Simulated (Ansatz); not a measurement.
A relaxed cell of Zn5CdS6 is given with its symmetry left out. The cell was found from a structure generator's guess, not taken from experiment.

Method: DFT PBE, scalar-relativistic, plane waves, PAW in Ansatz. Cutoff 420 eV, Γ-centred mesh, Gaussian smearing, no spin polarisation.

```
CELL_PARAMETERS angstrom
6.75848 0.00000 0.00000
-3.37924 5.85302 0.00000
0.00000 0.00000 6.38718
ATOMIC_POSITIONS crystal
Zn 0.66055 0.00000 0.99960
Zn 0.33945 0.33945 0.99960
Zn 0.00000 0.66055 0.99960
Zn 0.66667 0.33333 0.50038
Zn 0.33333 0.66667 0.50038
Cd 0.00000 0.00000 0.50072
S 0.64540 0.00000 0.36895
S 0.35460 0.35460 0.36895
S 0.00000 0.64540 0.36895
S 0.00000 0.00000 0.90074
S 0.66667 0.33333 0.87105
S 0.33333 0.66667 0.87105
```

Formation energies are uncorrected and refer to the elements' standard structures at the same level.

Task: Find its symmetry and describe it.

Result: P31m (No. 157), with Zn and Cd ordered on wurtzite sites. Conventional cell: a = 6.758 Å, c = 6.387 Å. Zn on a site of symmetry m is surrounded by 4 S at 2.36–2.38 Å; Zn on a site of symmetry 3 is surrounded by 4 S at 2.34–2.37 Å; around Cd lie 4 S at 2.54–2.56 Å; around S on a site of symmetry m lie 3 Zn at 2.34–2.36 Å and 1 Cd at 2.54 Å; 2 more sites not described.

Task: How far does it lie from the elements in energy?

Result: −0.787 eV/atom. Whether it is stable depends on the other phases of the system, which aren't compared here.

Task: Is it a metal?

Result: No, the gap on the 6×6×4 mesh is 1.84 eV.

The last run used a 6×6×4 mesh (in the run's order of axes) for its 12-atom cell and Gaussian smearing of 0.02 eV. Kohn–Sham gaps at this level usually fall short of measured ones. The reference form of S is held partly by dispersion forces, which this level lacks. A later test with randomly moved atoms came back to the same energy, though modes that don't fit the test's cell weren't probed.
